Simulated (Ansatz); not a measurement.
In DFT-PBE in the program Ansatz with PAW potentials, LaC in the rock salt structure (Fm-3m) relaxes to a = 5.431 Å. La has 6 nearest neighbours from 2.72 Å (octahedral); C has 6 nearest neighbours from 2.72 Å (octahedral). Against the elements it lies at 0.39 eV/atom, with no fitted shifts.

Electronic character: metallic (no gap). Gap from PBE with spin–orbit coupling: none (metallic).

An equation-of-state fit gives a bulk modulus of 799 kbar.

The start of the workflow was typed in or built on a structure type; neither database checked (COD, Materials Project) lists it. Whether it is the stable phase at ambient conditions was not checked. Symmetry was held in the PBE relaxation; its stability against distortions is not shown here. Its formation energy is positive at this level, so the cell may be metastable or incomplete. The references are the lowest solids computed at this level, not always the standard phases. Spin–orbit coupling is left out wherever it is not named.

Potentials: the earlier of the program's two PAW sets.
